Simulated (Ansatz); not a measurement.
Relaxed Ga2O3 (beta-Ga2O3 type, space group C2/m):

```
CELL_PARAMETERS angstrom
      6.22762    -1.54173     0.00000
      6.22762     1.54173     0.00000
     -1.39233     0.00000     5.71032
ATOMIC_POSITIONS crystal
  Ga 0.08991 0.08991 0.79470
  Ga 0.91009 0.91009 0.20530
  Ga 0.65850 0.65850 0.31416
  Ga 0.34150 0.34150 0.68584
  O  0.16349 0.16349 0.10919
  O  0.83651 0.83651 0.89081
  O  0.17371 0.17371 0.56436
  O  0.82629 0.82629 0.43564
  O  0.49603 0.49603 0.25671
  O  0.50397 0.50397 0.74329
```

A phonon eigenvector at Γ is frozen into this cell: atom i moves by Q times the vector below, so Q is the largest atomic displacement, in Å. The cell is held.

```csv
atom,x,y,z
Ga1,0.203,0.000,-0.447
Ga2,0.203,0.000,-0.447
Ga3,-0.489,0.000,0.475
Ga4,-0.489,0.000,0.475
O5,0.972,0.000,-0.235
O6,0.972,0.000,-0.235
O7,0.179,0.000,-0.088
O8,0.179,0.000,-0.088
O9,0.097,0.000,0.203
O10,0.097,0.000,0.203
```

Computed with PBE (plane waves to 420 eV, PAW, scalar-relativistic; Ansatz, a program for electronic structure). k mesh 11×11×6 (Γ-centred), Fermi-Dirac smearing 0.05 eV. Ga2O3 was relaxed with its symmetry unable to fall. 

```tsv
Q (Å)	−dE/dQ from forces (eV/Å)
-0.280	13.652
-0.233	11.792
-0.187	9.716
-0.140	7.458
-0.093	5.055
-0.047	2.553
0.000	0.000
0.047	-2.553
0.093	-5.055
0.140	-7.458
0.187	-9.716
0.233	-11.792
0.280	-13.652
```

What harmonic wavenumber does the curvature at Q = 0 give?

334 cm⁻¹. E″ = 54.88 eV/Å², M = Σ mᵢ|uᵢ|² = 133.4 u, ν̃ = 521.5·√(|E″|/M).

(A displaced cell: forces are minus the slopes of the energy, force constants its curvatures, and phonons follow from these.)
